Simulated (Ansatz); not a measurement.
In DFT-PBEsol in the program Ansatz with PAW potentials, MoPt in the L1₀ or tetragonal B2 structure (P4/mmm) relaxes to a = 2.700 Å, c = 4.090 Å. Pt has 12 nearest neighbours from 2.70 Å (cuboctahedral); Mo has 12 nearest neighbours from 2.70 Å (cuboctahedral). Against the elements it lies at -0.29 eV/atom, with no fitted shifts.

Electronic character: metallic (no gap). Gap from PBEsol with spin–orbit coupling: none (metallic).

An equation-of-state fit gives a bulk modulus of 301 GPa. The highest mode at Γ lies at 190 cm⁻¹.

The start of the workflow was typed in or built on a structure type; neither database checked (COD, Materials Project) lists it. Whether it is the stable phase at ambient conditions was not checked. The cell was relaxed with PBEsol under the symmetry of its start; its stability against distortions is not shown here. The run is not spin-polarised. As this level gives no gap, phonon frequencies hold no LO–TO term and depend on the k-mesh and smearing (Fermi–Dirac, 0.1 eV here). Axis ratios of metals converge slowly with the k-mesh, so a and c are less sure than the volume. The references are the lowest solids computed at this level, not always the standard phases. Spin–orbit coupling is left out wherever it is not named.

Potentials: the earlier of the program's two PAW sets. The files were generated under PBE; for other functionals the program regenerates the frozen cores, and for LDA and PBEsol the local potential too.
